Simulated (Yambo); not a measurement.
Input:

```xyz
10
Lattice="0.0000 4.1204 4.1204 4.1204 0.0000 4.1204 4.1204 4.1204 0.0000" Properties=species:S:1:pos:R:3 pbc="T T T"
O      1.9582     4.1204     4.1204
O      6.2826     4.1204     4.1204
O      4.1204     1.9582     4.1204
O      4.1204     6.2826     4.1204
O      4.1204     4.1204     1.9582
O      4.1204     4.1204     6.2826
Zn     4.1204     4.1204     4.1204
Mo     0.0000     0.0000     0.0000
Ba     2.0602     2.0602     2.0602
Ba     6.1806     6.1806     6.1806
```

Workflow: norm-conserving PBEsol (Quantum ESPRESSO, 84 Ry, without SOC), then G0W0 in Yambo (2×2×2 Γ-centred k mesh, bands 6 to 222 and a 7 Ry block in the screening, 222 bands in G with the Bruneval-Gonze terminator, plasmon pole fitted at 27.2 eV).

Problem. Give the PBEsol and G0W0 gaps between the band edges found on this mesh, and say where the edges lie.

Solution. Edges: Γ → X. PBEsol: 2.15 eV; G0W0: 3.46 eV. Nearest settings tried, and what they do to the gap: 151 bands in G: +10 meV; 151 bands in W, 151 bands in G: +47 meV; 6 Ry block (283 vectors against 331): -2 meV. Not varied: mesh. So the settings aren't converged at that level. Oxides, nitrides and fluorides with a shallow 3d shell are known to need far more bands and larger blocks. The k mesh is coarse. Spin-orbit splittings are left out.

Geometry of the Materials Project entry, not relaxed at this level.

The structure is a Materials Project entry; no match was found in the copy of COD used, and its stability was not checked.
